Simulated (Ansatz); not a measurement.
SnPS3:
```xyz
10
Lattice="3.2303 1.8650 6.2654 -3.2303 1.8650 6.2654 0.0000 -3.7300 6.2654" Properties=species:S:1:pos:R:3 pbc="T T T"
Sn     0.0000     0.0000    15.1966
Sn     0.0000     0.0000     3.5996
P      0.0000     0.0000    10.4963
P      0.0000     0.0000     8.2999
S     -1.3457    -1.4208    11.0435
S      1.3457     1.4208     7.7527
S     -0.5576     1.8758    11.0435
S      0.5576    -1.8758     7.7527
S      1.9033    -0.4550    11.0435
S     -1.9033     0.4550     7.7527
```

This is the LDA-relaxed structure.

**Question.** All from the program Ansatz at the LDA level (PAW), unless another level is named. Estimate the Born charges (a third of the trace).

**Answer.** Sn +3.59, P +2.32, S -1.97 e.

**Question.** Predict the Bader charges.

**Answer.** Sn +1.00, P +1.01, S -0.67 e.

Space group R-3. The workflow started from a Materials Project entry (that database holds measured and hypothetical structures alike); the Crystallography Open Database copy checked does not list it. COD files the formula under space group No. 7, 14, so this cell is another polymorph or a model. Whether it is the stable phase at ambient conditions was not checked. The cell was relaxed with LDA under the symmetry of its start; its stability against distortions is not shown here. A crystal of weakly bound layers computed without a dispersion correction: the cell and the soft elastic constants depend strongly on that. Spin–orbit coupling is left out wherever it is not named.

Potentials: the later of the program's two PAW sets.
